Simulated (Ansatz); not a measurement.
ScPt$_{3}$ (Cu3Au type)

```xyz
4
Lattice="3.9224 0.0000 0.0000 0.0000 3.9224 0.0000 0.0000 0.0000 3.9224" Properties=species:S:1:pos:R:3 pbc="T T T"
Sc     0.0000     0.0000     0.0000
Pt     1.9612     1.9612     0.0000
Pt     0.0000     1.9612     1.9612
Pt     1.9612     0.0000     1.9612
```

The slice is a {210} plane (indices of the conventional cell) through the point (0.000, 0.000, 0.000) (fractional), spanned by u = [100] and v = [021] in vectors of this cell: u (3.92 Å) and v (8.77 Å, at 90° to u). It covers one period; positions are fractions (u, v).

Level of theory: LDA (plane waves to 420 eV, PAW, scalar-relativistic; Ansatz, a quantum-chemistry and plane-wave program). k mesh 12×12×12. These are valence fields of a PAW run, semicore shells included where kept as valence: close to a nucleus they are smooth pseudo fields. ScPt3 is run without spin polarisation. ScPt3 was relaxed with its symmetry unable to fall. Spin-orbit coupling is left out, though Pt is heavy.

Task: Predict the map of the electrostatic potential energy of an electron, from the cell's mean on the slice.

Result: 
```
v \ u  0.00  0.09  0.18  0.27  0.36  0.45  0.55  0.64  0.73  0.82  0.91
-----  ----  ----  ----  ----  ----  ----  ----  ----  ----  ----  ----
0.92      x     x  <6.0   9.7  11.8  12.0  12.0  11.8   9.7  <6.0     x
0.83   11.0  11.5  12.2  10.5  <6.0     x     x  <6.0  10.5  12.2  11.5
0.75      x  <6.0   9.0  10.4   6.6     x     x   6.6  10.4   9.0  <6.0
0.67      x     x   8.2  12.3  12.9  12.2  12.2  12.9  12.3   8.2     x
0.58   11.6  12.1  12.0   7.7     x     x     x     x   7.7  12.0  12.1
0.50   14.6  14.1  10.5     x     x     x     x     x     x  10.5  14.1
0.42   11.6  12.1  12.0   7.7     x     x     x     x   7.7  12.0  12.1
0.33      x     x   8.2  12.3  12.9  12.2  12.2  12.9  12.3   8.2     x
0.25      x  <6.0   9.0  10.4   6.6     x     x   6.6  10.4   9.0  <6.0
0.17   11.0  11.5  12.2  10.5  <6.0     x     x  <6.0  10.5  12.2  11.5
0.08      x     x  <6.0   9.7  11.8  12.0  12.0  11.8   9.7  <6.0     x
0.00      x     x     x  <6.0  12.0  14.4  14.4  12.0  <6.0     x     x
```

Values: electrostatic potential energy of an electron, from the cell's mean, in eV. Points within 1 Å of a nucleus are blanked (x), as the pseudised field means little there. Values under 6 eV are set to 6. The zero, the cell's mean, hangs on the PAW cores.
